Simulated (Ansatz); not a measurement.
The relaxed structure here is a generated cell of TiC: the first start was made by placing the elements on the sites of a structure type, and the end was not matched to a known phase here, so it may be hypothetical. Known forms of TiC include space group No. 225.

A relaxed cell of TiC (Pmma (No. 51)), relaxed on a k-mesh at least as fine as the one used below. All values below come from PBE (plane waves to 420 eV, PAW, scalar-relativistic; Ansatz, a program for electronic structure). Γ-centred k-mesh 6×6×12 on the run's cell (coarser than for final values), Fermi–Dirac smearing 0.05 eV.

```yaml
crystal:
  lattice:
    - [5.38304, 0.00000, 0.00000]
    - [0.00000, 5.80236, 0.00000]
    - [0.00000, 0.00000, 2.79111]
  atoms:
    - { symbol: Ti, position: [0.25000, 0.00000, 0.23820] }
    - { symbol: Ti, position: [0.25000, 0.50000, 0.23820] }
    - { symbol: Ti, position: [0.75000, 0.00000, 0.76180] }
    - { symbol: Ti, position: [0.75000, 0.50000, 0.76180] }
    - { symbol: C, position: [0.50000, 0.25000, 0.50000] }
    - { symbol: C, position: [0.50000, 0.75000, 0.50000] }
    - { symbol: C, position: [0.00000, 0.25000, 0.50000] }
    - { symbol: C, position: [0.00000, 0.75000, 0.50000] }
```

The atoms are displaced along an unstable phonon of this cell by (Å):

```
atom      ux     uy      uz
----  ------  -----  ------
Ti1    0.000  0.000   0.000
Ti2    0.000  0.000   0.000
Ti3    0.000  0.000   0.000
Ti4    0.000  0.000   0.000
C5     0.085  0.000  -0.124
C6    -0.085  0.000   0.124
C7     0.085  0.000   0.124
C8    -0.085  0.000  -0.124
```

### Question
What forces (eV/Å) and pressure result?

### Answer
| atom | Fx | Fy | Fz |
|---|---|---|---|
| Ti1 | 0.00 | 0.00 | 0.09 |
| Ti2 | 0.00 | 0.00 | 0.09 |
| Ti3 | 0.00 | 0.00 | -0.09 |
| Ti4 | 0.00 | 0.00 | -0.09 |
| C5 | 0.10 | 0.00 | -0.16 |
| C6 | -0.10 | 0.00 | 0.16 |
| C7 | 0.10 | 0.00 | 0.16 |
| C8 | -0.10 | 0.00 | -0.16 |

Pressure -0.3 GPa.

The undisplaced cell is probably no minimum: from this displacement the run went on to P6₃/mmc (No. 194), 0.36 eV/atom below it.

No spin polarisation in the result.
